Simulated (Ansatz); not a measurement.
input.yaml (Ansatz)

```yaml
crystal:
  lattice:
    - [0.0, 2.8560465563, 2.8560465563]
    - [2.8560465563, 0.0, 2.8560465563]
    - [2.8560465563, 2.8560465563, 0.0]
  atoms:
    - { symbol: W, position: [0.125, 0.125, 0.125] }
    - { symbol: W, position: [0.875, 0.875, 0.875] }
hamiltonian:
  xc: lda
  pseudopotentials:
    kind: paw
    azcp:
      W: "pseudopotentials/W.paw.azcp"
basis:
  ecutwfc: 420
  fft_grid_basis: typed
kpoints:
  mp_grid: { grid: [16, 16, 16], shift: [0, 0, 0] }
magnetization:
  spin_polarized: false
scf:
  occupations: { method: fermi_dirac, width: 0.1 }
```

and its output:

```
Warning: the record states the generating functional pbe (its physics header spells it `PBE`), which answers neither for hamiltonian.xc's functional nor for the lda family's — results may be inconsistent (PPs are generated against a specific XC)
Engine: ansatz 0.2.0, aarch64-unknown-linux-gnu
Pseudopotentials: kind: paw
Pseudopotential: W, paw, valence charge 14, recommended cutoff 420 eV (normal) 
Functional definition: SPW92
  exchange = slater_x
  correlation = pw_c
Crystal: 2 atoms, lattice volume = 46.594 Å³
Basis set: ecut = 420 eV, 941 PW (Γ)
Bands: 18, of which v1, the nominal top of the filled ones, is band 14 counted from 1 (13 counted from 0)
Symmetry: 48 space group operations
Space group: Fd-3m (ITA 227), of the structure as read, at distance tolerance 3.6e-5 Å
k-points: 145 of 4096
Non-local potential: W, projectors of the file, l = 0: 3, l = 1: 2, l = 2: 2, l = 3: 1
PAW form: soft (Blöchl's): semilocal exchange-correlation on the pseudo side does not see the compensation charge
PAW frozen core: W, regenerated for the run's functional, and the local potential with it (the file was generated under x = pbe(κ = 0.804, μ = 0.2195149727645171), c = pbe(β = 0.06672455060314922))
PAW one-centre angular grid: W, 590 points (default); XC on 64 Gauss nodes
Initial density: superposition of atomic densities (neutral atoms: chi_scale 0, normalization atom), corrected by the library's trained network
Initial wavefunctions: pseudopotential atomic-orbital guess
Functional: x = slater, c = lda
SCF iter   1: F=—  HF=-20254.169519 eV  |F-HF|=—  |Δ(HF+E_count)|=         —  Δρ=6.62e-3  dr2=7.84e-3  ethr=1.77e-3  ⟨swp⟩=5.1  Hψ=12397  notcnv=0
SCF iter   2: F=—  HF=-20254.169632 eV  |F-HF|=—  |Δ(HF+E_count)|=   1.13e-4  Δρ=3.77e-3  dr2=3.09e-3  ethr=2.80e-5  ⟨swp⟩=1.1  Hψ=3830  notcnv=0
SCF iter   3: F=—  HF=-20254.169577 eV  |F-HF|=—  |Δ(HF+E_count)|=   5.55e-5  Δρ=3.79e-4  dr2=9.33e-5  ethr=1.10e-5  ⟨swp⟩=2.0  Hψ=3105  notcnv=0
SCF iter   4: F=—  HF=-20254.169565 eV  |F-HF|=—  |Δ(HF+E_count)|=   1.17e-5  Δρ=7.77e-5  dr2=2.67e-6  ethr=3.33e-7  ⟨swp⟩=2.1  Hψ=3465  notcnv=0
SCF iter   5: F=—  HF=-20254.169565 eV  |F-HF|=—  |Δ(HF+E_count)|=   2.81e-7  Δρ=1.96e-5  dr2=2.19e-7  ethr=9.52e-9  ⟨swp⟩=1.2  Hψ=2794  notcnv=0
SCF iter   6: F=-20254.169565 eV  HF=-20254.169565 eV  |F-HF|=4.35e-9  |Δ(HF+E_count)|=   4.69e-8  Δρ=4.82e-6  dr2=8.65e-9  ethr=3.57e-10  ⟨swp⟩=2.7  Hψ=5328  notcnv=0
SCF 1 converged in 6 iterations: F = -20254.169565 eV  dr2 = 8.65e-9
SCF converged after 6 iterations
Free energy (F): -20254.169565 eV
Harris-Foulkes:  -20254.169565 eV  (|F-HF|=4.35e-9)
Internal energy: -20254.081627 eV  (E = F + TS)
E sigma→0 (E₀):  -20254.125596 eV
Entropy (-TS):   -0.087939 eV (-43.969 meV/atom)
Fermi energy:    13.123338 eV
--- Per-component energies (eV) ---
  E_band       = -393.763492
  E_kinetic    = 896.883805
  E_local      = -2153.408710  (includes V_loc(G=0)·N_el)
  E_nonlocal   = 23.212127
  E_hartree    = 786.255995
  E_xc         = -524.858477
  E_vxc        = -471.271018  (∫ρ·V_xc dr)
  E_paw        = -16621.129489  (= ΣΔE_a)
  E_vpaw       = -261.690845  (= ΣTr[D̂ρ^β])
  E_aug_tail   = -0.000126  (compensation charges beyond the density's cutoff)
  E_ewald      = -2661.603057
  E_core_change = 0.566306  (= ΣΔE_core)
  E_smearing   = -0.087939  (= −TS)
  E_closure    = 0.000000  (closes the sum)
  Σ components = -20254.169565   (vs F -20254.169565, Δ=0.00e0)
```

Command:

```sh
ansatz run input.yaml --threads 2 --pin off --max-ram 5120MiB --backend cpu --events-out ev --progress --plain --runs-dir out
```

On 2 threads of Arm Neoverse V2 (shared host) this took about 1.8 s of wall time and 3.3 s of CPU time.
